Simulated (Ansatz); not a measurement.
**Al$_{3}$Pd: how the energy converges with the cutoff**

Al$_{3}$Pd, Pm-3m, a = 3.947 Å. The structure is a Materials Project entry; whether it is the stable form wasn't checked. Ansatz: PBE, PAW, cutoff varied, Γ-centred 10×10×10 mesh on 4 atoms, Gaussian smearing 0.10 eV; no spin polarisation. Single points at one geometry, the cutoff alone changed; ΔE is the energy at zero smearing over the run at 600 eV (runs within 0.3 meV/atom of it are left out). The runs up to 350 eV lie under the cutoff recommended for these PAW datasets.

```
cutoff (eV)  ΔE (meV/atom)
        200              ?
        250         540.12
        300          71.62
        350           8.46
        420           1.10
```

Question: Assume ΔE falls exponentially with the cutoff, fit y = ln ΔE against x, the cutoff in eV, to the other rows, and predict the missing value.

Answer: y = 6.292, 4.271, 2.135, 0.095. Means x = 330.0, y = 3.1982; Σ(Δx)² = 15800, ΣΔxΔy = -580.2; the slope is their ratio. y = 15.32 − 0.03672 x, a factor of ten per 63 eV. At 200 eV this gives ΔE = 2910.27 meV/atom. The run gave 3182.77, a ratio of 0.91. Between neighbouring rows the decay runs from a factor of ten per 54 eV to one per 79 eV, so one exponential is only a rough guide.